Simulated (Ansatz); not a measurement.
The end point of a relaxation of Ti₃Al. These are r2SCAN (plane waves to 500 eV, PAW, scalar-relativistic; Ansatz, a quantum-chemistry and plane-wave program) values and carry that method's errors.

```
CELL_PARAMETERS angstrom
      0.00000     3.21271     3.21271
      3.21271     0.00000     3.21271
      3.21271     3.21271     0.00000
ATOMIC_POSITIONS crystal
  Al 0.00000 0.00000 0.00000
  Ti 0.50000 0.50000 0.50000
  Ti 0.25000 0.25000 0.25000
  Ti 0.75000 0.75000 0.75000
```

Problem. Determine the symmetry and give the standard cell with its independent sites.

Solution. Space group Fm-3m (No. 225); a = 6.4254 Å, b = 6.4254 Å, c = 6.4254 Å, α = 90.00°, β = 90.00°, γ = 90.00°

```
atom  site  symmetry       x       y       z
----  ----  --------  ------  ------  ------
Al      4a      m-3m  0.0000  0.0000  0.0000
Ti      4b      m-3m  0.5000  0.5000  0.5000
Ti      8c      -43m  0.2500  0.2500  0.2500
```

This is the AFLOW prototype AB3_cF16_225_a_bc (D0_3, as in BiF3).

Problem. Give the shortest distances between elements (the closest pairs, up to four, under 3.6 Å).

Solution. Al–Ti 2.78 Å; Ti–Ti 2.78 Å.

| Quantity | Result |
|---|---|
| Volume per atom | 16.58 Å³ |
| Band gap | no gap (metallic) |

No spin polarisation in the result. A magnetic state may lie lower.

The run could not lose the symmetry of its start.

All atoms sit on sites fixed by symmetry, so only the cell could relax.

The first start was generated by placing the elements on the sites of a structure type. Materials Project lists a structure of Ti3Al in the same space group, Fm-3m (No. 225); the sites were not compared with it, nor with measured phases. Known forms of Ti3Al include space group No. 194.
